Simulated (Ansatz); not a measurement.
## Al₃InSb₄: relaxed-ion elastic tensor

These are results of DFT PBE, scalar-relativistic, plane waves, PAW in Ansatz, not measurements. Plane waves to 420 eV; Γ-centred k mesh 6×4×4; fixed occupations. No spin polarisation.

The cell, relaxed at this level:
```
Al In Sb
1.0
     4.47153    0.00000    0.00000
     0.00000    8.94013    0.00000
     0.00000    0.00000    6.31795
Al In Sb
3 1 4
Direct
  0.00000 0.00000 0.99956
  0.50000 0.24333 0.49998
  0.50000 0.75667 0.49998
  0.00000 0.50000 0.99993
  0.50000 0.00000 0.24304
  0.00000 0.23876 0.74117
  0.50000 0.50000 0.27516
  0.00000 0.76124 0.74117
```

The cell was found from a structure generator's guess, not taken from experiment. Spin–orbit coupling is left out, which matters for heavy elements.

Task: Give the relaxed-ion elastic constants (GPa, Voigt order xx yy zz yz xz xy, on the Cartesian axes of the cell above).

Result:
```
86.0 18.5 33.6  0.0  0.0  0.0
18.5 86.1 33.7  0.0  0.0  0.0
33.6 33.7 70.3  0.0  0.0  0.0
 0.0  0.0  0.0 33.4  0.0  0.0
 0.0  0.0  0.0  0.0 33.4  0.0
 0.0  0.0  0.0  0.0  0.0 18.4
```

Task: Is the crystal stable against homogeneous strain?

Result: Yes: the least eigenvalue of the tensor is 18.4 GPa.

Task: And the moduli of a polycrystal (Hill averages)?

Result: B = 46 GPa, G = 26 GPa, E = 66 GPa, ν = 0.26.
